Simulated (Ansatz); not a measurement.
SiC:
```
SiC
1.0
    0.00000     2.01402     2.01402
    2.01402     0.00000     2.01402
    2.01402     2.01402     0.00000
Si C
1 1
Cartesian
  0.00000   0.00000   0.00000
  2.01402   2.01402   2.01402
```

Relaxed with r²SCAN. Special points in fractions of this cell's reciprocal vectors: Γ (0.000, 0.000, 0.000); X (0.500, 0.000, 0.500); U (0.625, 0.250, 0.625); K (0.375, 0.375, 0.750); L (0.500, 0.500, 0.500); W (0.500, 0.250, 0.750).

**Question.** List the band energies nearest the Fermi level at these points for plane-wave PAW r²SCAN (Ansatz code).

**Answer.** In eV from the Fermi level; about four levels below and three above (degenerate sets whole), none deeper than 8.9 eV; … stands for higher levels left out; points with the same levels are listed once.

```tsv
k	below	above
Γ	–	0.02 0.02 0.02
X	-4.60 -4.60 -0.59	…
U	-8.78 -3.72	1.59 …
L	-1.17 -1.17	…
W	-8.35 -8.35 -7.38	5.21 …
```

Space group Fm-3m (rock salt). This is a known high-pressure phase of the composition, computed here at zero pressure and temperature. The cell was relaxed with r²SCAN under the symmetry of its start; whether a distortion lowers the energy is not shown. The volume moved by -27 % from the start of the relaxation. Its formation energy is positive at this level, so the cell may be metastable or incomplete.

Potentials: the later of the program's two PAW sets.
